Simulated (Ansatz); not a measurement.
**Al$_{4}$Fe$_{3}$Co (Im-3m) at 2 levels of theory**

One geometry, relaxed with PBE; plane waves with PAW potentials in Ansatz, scalar-relativistic. Collinear spin, ending at 1.9 μB a primitive cell. Gaps are the least over mesh and band path; pressure is positive in compression.

```cif
data_structure
_symmetry_space_group_name_H-M 'Im-3m'
_symmetry_Int_Tables_number 229
_cell_length_a 5.7361
_cell_length_b 5.7361
_cell_length_c 5.7361
_cell_angle_alpha 90.000
_cell_angle_beta 90.000
_cell_angle_gamma 90.000
_cell_volume 188.74
loop_
_atom_site_label
_atom_site_type_symbol
_atom_site_symmetry_multiplicity
_atom_site_Wyckoff_symbol
_atom_site_fract_x
_atom_site_fract_y
_atom_site_fract_z
_atom_site_occupancy
Al1 Al 8 c 0.25000 0.75000 0.25000 1
Co1 Co 2 a 0.00000 0.00000 0.00000 1
Fe1 Fe 6 b 0.00000 0.50000 0.00000 1
```

```json
{"level": "PBE", "cutoff (eV)": "420", "k mesh": "10×10×10", "gap (eV)": "0", "pressure (GPa)": "0.0", "largest moment (μB)": "0.69"}
```

Task: What comes out on the same cell with r2SCAN?

Result:
| level | cutoff (eV) | k mesh | gap (eV) | pressure (GPa) | largest moment (μB) |
| --- | --- | --- | --- | --- | --- |
| r2SCAN | 500 | 10×10×10 | 0 | -1.0 | 1.34 |

The state reached may not be the lowest one.

It was reached by relaxing an invented guess, and it needn't be the stable form of this composition.
